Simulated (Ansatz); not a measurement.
Data:

SiC:
```
CELL_PARAMETERS angstrom
      5.81410     0.00000     0.00000
      0.00000     3.12515     0.00000
      0.00000     0.00000     5.18905
ATOMIC_POSITIONS crystal
  Si 0.15937 0.25000 0.40411
  Si 0.34063 0.75000 0.90411
  Si 0.84063 0.75000 0.59589
  Si 0.65937 0.25000 0.09589
  C  0.82462 0.25000 0.39609
  C  0.67538 0.75000 0.89609
  C  0.17538 0.75000 0.60391
  C  0.32462 0.25000 0.10391
```

This is the PBEsol-relaxed structure. Tensor components refer to the Cartesian frame of this cell.

Question: All from PBEsol in the plane-wave PAW code Ansatz, unless another level is named. Estimate the electronic dielectric constant ε∞ (DFPT).

Answer: 6.34 (xx), 6.62 (yy), 6.33 (zz).

Question: What about the Born charges (a third of the trace)?

Answer: Si +2.67, C -2.67 e.

Question: Give the static dielectric constant ε0 (ions relaxed, cell fixed).

Answer: 10.3 (xx), 9.79 (yy), 8.70 (zz).

Space group Pnma. The start of the workflow was typed in or built on a structure type; neither database checked (COD, Materials Project) lists it. It is not the phase usual at ambient conditions (space group No. 186, 216). Symmetry was held in the PBEsol relaxation; phonons on a q-mesh show no instability.

Potentials: the later of the program's two PAW sets.
